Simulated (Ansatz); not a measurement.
Trial structure of Ga3N4, not yet relaxed:

Space group I4/mmm (No. 139). a = 4.420 Å, b = 4.420 Å, c = 8.749 Å, α = 90.00°, β = 90.00°, γ = 90.00°
```
atom  site  symmetry       x       y       z
  Ga    4d      -4m2  0.5000  0.0000  0.2500
  Ga    2b     4/mmm  0.5000  0.5000  0.0000
   N    4c      mmm. 0.5000  0.0000  0.0000
   N    4e       4mm  0.0000  0.0000  0.2441
```

Method: DFT PBE, scalar-relativistic, plane waves, PAW (Ansatz). Settings: cutoff 420 eV, Γ-centred mesh 6×6×6 on the computed 7-atom cell, Gaussian smearing of 0.10 eV; collinear spin from starting moments 0.0 0.0 0.0 1.0 1.0 1.0 1.0 μB.

Formation energies are uncorrected and refer to the elements' standard structures at the same level (N₂ as a molecule).

Q: Estimate its pressure, forces and energy as it stands.

A: The pressure is -17.5 GPa (the mean over three directions, positive in compression), the largest force is 1.57 eV/Å, and the energy is +0.83 eV/atom against the elements. The shortest distance is 2.19 Å.

Q: Is it a good guess?

A: A fair one: relaxing gains about 0.13 eV/atom (the start's value is from the coarse mesh, so the gain is rough) in 9 ionic steps and ends at +0.70 eV/atom on the finer mesh. The symmetry stays I4/mmm (No. 139). The volume per atom shrinks by 11.7 %, from 12.2 to 10.8 Å³. The shortest distance goes from 2.19 Å (Ga–N) to 2.01 Å (Ga–N). Conventional cell: a = 4.208 Å, c = 8.521 Å. Ga on a site of symmetry -4m2 is surrounded by 6 N at 2.11–2.13 Å; Ga on a site of symmetry 4/mmm has 6 N at 2.01–2.10 Å; N on a site of symmetry mmm has 4 Ga at 2.10–2.13 Å; 1 more site not described.

The last run used collinear spin, a 12×12×12 mesh for its 7-atom cell and Gaussian smearing of 0.10 eV. Another magnetic order may lie lower. The relaxation can't lower the symmetry of the start, and the grade says only how near the guess is to its own end. A structure relaxed within its symmetry needn't be a true minimum.
